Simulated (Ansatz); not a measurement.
YGa:
Space group Cmcm (No. 63); a = 4.339 Å, b = 10.844 Å, c = 4.066 Å, α = β = γ = 90.00°

```tsv
atom	site	symmetry	x	y	z
Y	4c	m2m	0.0000	0.1385	0.7500
Ga	4c	m2m	0.0000	0.5749	0.2500
```
(The calculation used a cell of 4 atoms; values per cell refer to that cell.)

Relaxed with r²SCAN.

Q: Which orbitals make up the states near the Fermi level in DFT-r²SCAN in the program Ansatz with PAW potentials?

A: Within 0.5 eV of the Fermi level: Y 4d 71 %, Ga 4p 24 %. Projections are on Löwdin-orthogonalised atomic valence shells; empty p or d shells of many metals are not among them.

Q: Tabulate the density of states.

A: States/eV per cell of 4 atoms, in 0.25 eV bins, energy from the Fermi level.

| E (eV) | total | Y 4d | Ga 4p | Ga 4s |
|---|---|---|---|---|
| -7.85 | 1.38 | 0.15 | 0.18 | 0.86 |
| -7.60 | 0.97 | 0.12 | 0.17 | 0.56 |
| -7.35 | 0.79 | 0.11 | 0.16 | 0.43 |
| -7.10 | 0.69 | 0.11 | 0.15 | 0.37 |
| -6.85 | 0.65 | 0.11 | 0.14 | 0.34 |
| -6.60 | 0.68 | 0.12 | 0.15 | 0.35 |
| -6.35 | 0.45 | 0.10 | 0.09 | 0.24 |
| -6.10 | 0.32 | 0.06 | 0.08 | 0.16 |
| -5.85 | 0.74 | 0.17 | 0.16 | 0.38 |
| -5.60 | 0.58 | 0.13 | 0.12 | 0.29 |
| -5.35 | 0.81 | 0.16 | 0.19 | 0.37 |
| -5.10 | 1.06 | 0.21 | 0.25 | 0.47 |
| -4.85 | 1.59 | 0.34 | 0.36 | 0.71 |
| -4.60 | 1.47 | 0.42 | 0.32 | 0.61 |
| -4.35 | 1.01 | 0.24 | 0.28 | 0.37 |
| -4.10 | 0.37 | 0.08 | 0.11 | 0.14 |
| -3.85 | 0.06 | 0.01 | 0.02 | 0.02 |
| -3.60 | 0.15 | 0.03 | 0.08 | 0.01 |
| -3.35 | 0.47 | 0.09 | 0.26 | 0.03 |
| -3.10 | 0.88 | 0.17 | 0.49 | 0.07 |
| -2.85 | 1.22 | 0.25 | 0.70 | 0.08 |
| -2.60 | 1.56 | 0.35 | 0.90 | 0.07 |
| -2.35 | 1.67 | 0.44 | 0.93 | 0.07 |
| -2.10 | 1.70 | 0.49 | 0.94 | 0.07 |
| -1.85 | 1.92 | 0.60 | 1.03 | 0.08 |
| -1.60 | 2.77 | 0.90 | 1.54 | 0.09 |
| -1.35 | 1.75 | 0.64 | 0.91 | 0.07 |
| -1.10 | 3.33 | 1.15 | 1.92 | 0.07 |
| -0.85 | 5.57 | 2.29 | 2.94 | 0.08 |
| -0.60 | 4.79 | 2.22 | 2.30 | 0.07 |
| -0.35 | 1.93 | 1.11 | 0.74 | 0.02 |
| -0.10 | 2.63 | 1.89 | 0.60 | 0.02 |
| 0.15 | 2.98 | 2.30 | 0.53 | 0.02 |
| 0.40 | 2.42 | 1.97 | 0.35 | 0.01 |
| 0.65 | 2.05 | 1.70 | 0.27 | 0.01 |
| 0.90 | 2.02 | 1.70 | 0.24 | 0.01 |
| 1.15 | 2.13 | 1.80 | 0.24 | 0.01 |
| 1.40 | 1.69 | 1.46 | 0.15 | 0.01 |
| 1.65 | 1.77 | 1.51 | 0.15 | 0.02 |
| 1.90 | 1.35 | 1.12 | 0.16 | 0.02 |
| 2.15 | 1.80 | 1.45 | 0.23 | 0.03 |
| 2.40 | 2.06 | 1.66 | 0.23 | 0.07 |
| 2.65 | 2.81 | 2.25 | 0.35 | 0.07 |
| 2.90 | 3.18 | 2.56 | 0.35 | 0.09 |
| 3.15 | 3.27 | 2.64 | 0.33 | 0.12 |
| 3.40 | 3.74 | 2.97 | 0.37 | 0.17 |
| 3.65 | 4.35 | 3.33 | 0.37 | 0.29 |
| 3.90 | 4.53 | 3.40 | 0.36 | 0.32 |
| 4.15 | 5.84 | 4.47 | 0.51 | 0.43 |

The first step of the workflow began from a Materials Project structure, measured or hypothetical; the Crystallography Open Database files this formula in space group No. 63, but the cells were not matched. Whether it is the stable phase at ambient conditions was not checked. The r²SCAN relaxation kept the symmetry of its start; whether a distortion lowers the energy is not shown. No spin polarisation was allowed. Axis ratios of metals converge slowly with the k-mesh, so a and c are less sure than the volume. Spin–orbit coupling is left out wherever it is not named.

Potentials: the earlier of the program's two PAW sets.
